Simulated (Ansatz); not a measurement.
AgI (zinc blende, F-43m), LDA (plane waves, PAW; program Ansatz), all energies at zero smearing, with the estimated change up to a 700 eV cutoff added, with one set of potentials and settings (totals compare only within such a set). Cell of 2 atoms (1 Ag, 1 I): -14814.312 eV.

```csv
element,reference phase,E (eV/atom)
Ag,"P6_3/mmc, 4 atoms in the cell",-7458.1511
I,"Cmce, 4 atoms in the cell",-7355.8618
```

Formation energy per atom, worked out: (-14814.312 − 1×(-7458.1511) − 1×(-7355.8618))/2 = -0.150 eV/atom (-14 kJ per mol of atoms), at 0 K, without zero-point energy or fitted corrections.

The LDA relaxation kept the symmetry of its start; phonons on a q-mesh show no instability. No spin polarisation was allowed. The references are the lowest solids computed at this level, not always the standard phases. Spin–orbit coupling is left out wherever it is not named.

Potentials: the later of the program's two PAW sets.
